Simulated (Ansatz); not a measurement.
GaCuSe₂:
```yaml
crystal:
  lattice:
    - [-2.80414, 2.80414, 5.54874]
    - [2.80414, -2.80414, 5.54874]
    - [2.80414, 2.80414, -5.54874]
  atoms:
    - { symbol: Cu, position: [0.75000, 0.25000, 0.50000] }
    - { symbol: Cu, position: [0.00000, 0.00000, 0.00000] }
    - { symbol: Ga, position: [0.25000, 0.75000, 0.50000] }
    - { symbol: Ga, position: [0.50000, 0.50000, 0.00000] }
    - { symbol: Se, position: [0.12134, 0.12500, 0.49634] }
    - { symbol: Se, position: [0.62866, 0.62500, 0.50366] }
    - { symbol: Se, position: [0.37500, 0.87866, 0.00366] }
    - { symbol: Se, position: [0.87500, 0.37134, 0.99634] }
```

Relaxed with r²SCAN. Special points in fractions of this cell's reciprocal vectors: Γ (0.000, 0.000, 0.000); X (0.000, 0.000, 0.500); P (0.250, 0.250, 0.250); N (0.000, 0.500, 0.000); M (0.500, 0.500, -0.500); S (0.314, 0.686, -0.314); S0 (-0.314, 0.314, 0.314); R (-0.128, 0.128, 0.500); G (0.500, 0.500, -0.128).

Q: List the band energies nearest the valence-band maximum at these points for plane-wave PAW r²SCAN (Ansatz code).

A: In eV from the valence-band maximum; about four levels below and three above (degenerate sets whole), none deeper than 8.9 eV; points with the same levels are listed once.

```
k                    below                above
-  -----------------------  -------------------
Γ   -1.53 -0.11 -0.11 0.00       0.57 2.16 2.45
X  -0.82 -0.82 -0.50 -0.50  1.41 1.41 3.72 3.72
P  -0.84 -0.84 -0.66 -0.66  1.81 1.81 3.49 3.49
N  -1.34 -1.20 -1.11 -0.55       2.40 2.80 3.49
M  -1.22 -1.22 -0.91 -0.91  2.01 2.01 2.17 2.17
S  -1.41 -1.17 -0.75 -0.58       2.15 2.62 2.78
R  -0.85 -0.85 -0.69 -0.69  1.68 1.68 4.23 4.23
```

Space group I-42d (chalcopyrite). The cell was relaxed with r²SCAN under the symmetry of its start. No spin polarisation was allowed. Scalar-relativistic: spin–orbit coupling is off unless named, which matters more the heavier the elements.

Potentials: the later of the program's two PAW sets.
